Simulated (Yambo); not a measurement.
```
CELL_PARAMETERS angstrom
      0.00000     3.42161     3.42161
      3.42161     0.00000     3.42161
      3.42161     3.42161     0.00000
ATOMIC_POSITIONS crystal
  Br 0.50000 0.50000 0.50000
  Rb 0.00000 0.00000 0.00000
```

RbBr (rock salt, space group Fm-3m, No. 225): mean Im ε in 1 eV windows above the direct gap of 6.58 eV, for different electron-hole kernels (Yambo, broadening 0.15 eV, PBEsol (Quantum ESPRESSO, PseudoDojo norm-conserving, 46 Ry, with spin-orbit coupling) bands; 6×6×6 mesh, 6 valence and 8 conduction bands, static screening with 74 bands and a 4 Ry block, scissor 2.52 eV, Tamm-Dancoff; field along x).

```csv
window (eV),independent quasiparticles,RPA (no attraction),BSE
6.6 to 7.6,0.5,0.4,2.8
7.6 to 8.6,1.4,0.9,1.7
8.6 to 9.6,3.0,1.9,1.3
```

This run doesn't resolve bound excitons or single peaks, so only averages are given, and they too depend on the mesh; weight that the attraction moves below the gap isn't listed. All transitions below 10.46 eV are in the band window. The scissor comes from a G0W0 run whose convergence isn't established.

Geometry relaxed with PBEsol.
